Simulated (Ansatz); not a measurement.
**How far is PAW off for BiRh?**

```xyz
4
Lattice="4.1743 0.0000 0.0000 -2.0871 3.6150 0.0000 0.0000 0.0000 5.7741" Properties=species:S:1:pos:R:3 pbc="T T T"
Bi    0.0000    2.4100    1.4435
Bi    2.0871    1.2050    4.3306
Rh    0.0000    0.0000    0.0000
Rh    0.0000    0.0000    2.8870
```

Atom numbers follow the list: Bi1, Bi2, Rh3, Rh4.

Conventional cell: a = 4.174 Å, b = 4.174 Å, c = 5.774 Å, α = 90.00°, β = 90.00°, γ = 120.00°. Around Bi (atom 1) lie 6 Rh at 2.81 Å. Rh (atom 3) has 6 Bi at 2.81 Å and 2 Rh at 2.89 Å as nearest neighbours.

The geometry is COD entry 9008914, unchecked; take it as a test cell. The listed cell was then made from it by scaling, straining or moving an atom.

No spin–orbit coupling, which matters for the heavy atoms here.

All numbers are computed: DFT, LDA, PAW with Ansatz's default frozen-core files, scalar-relativistic (Ansatz 0.2.0); DFT, LDA, all-electron LAPW, scalar-relativistic (Ansatz 0.2.0).

For PAW: a Γ-centred 12×12×7 k mesh, Fermi–Dirac smearing of 0.03 eV, cutoff 420 eV, no spin polarisation; the PAW files were made with PBE, and the program remakes their frozen cores for this functional. LAPW targets a basis error of 1 meV/atom. The Ansatz runs share mesh, smearing and spin set-up. Plane-wave (PAW) pressures include the program's estimate of the Pulay term.

Stress and pressure are positive in compression.

The change that made this cell: volume scaled by 1.06.

PAW results:

```
       quantity     PAW
 pressure (GPa)   -9.12
stress xx (GPa)   -8.60
stress zz (GPa)  -10.16
```

**Question.** What does all-electron LAPW give for the same quantities?

**Answer.** 
```tsv
quantity	LAPW
pressure (GPa)	-9.09
stress xx (GPa)	-8.57
stress zz (GPa)	-10.14
```
